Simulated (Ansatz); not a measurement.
Cell and atoms are relaxed with the symmetry kept. Start:

```
Ni O
1.0
     1.38688    0.80071    5.10745
    -1.38688    0.80071    5.10745
     0.00000   -1.60143    5.10745
Ni O
1 2
Direct
  0.00000 0.00000 0.00000
  0.60528 0.60528 0.60528
  0.39472 0.39472 0.39472
```

Level of theory: DFT r2SCAN, scalar-relativistic, plane waves, PAW in Ansatz 0.2.0.

Cutoff 500 eV; k points 12×12×12 on the computed 3-atom cell (Γ-centred); Gaussian smearing, width 0.02 eV; no spin polarisation.

What does it relax to?

The volume doesn't move by more than 0.01 Å³/atom to 11.34 Å³/atom, and the energy changes by under 0.1 meV/atom. Final structure:
Space group R-3m:H (No. 166). a = 2.774 Å, b = 2.774 Å, c = 15.322 Å, α = 90.00°, β = 90.00°, γ = 120.00°
```
atom site symmetry x y z
  Ni    3a       -3m  0.0000  0.0000  0.0000
   O    6c        3m  0.6667  0.3333  0.9386
```

The cell holds layers, and where no dispersion correction was added their binding is poorly described.

Cost: 1 run of about 0.59 core-minutes, on Intel Xeon Platinum 8259CL (Skylake/Cascade Lake) (shared hosts).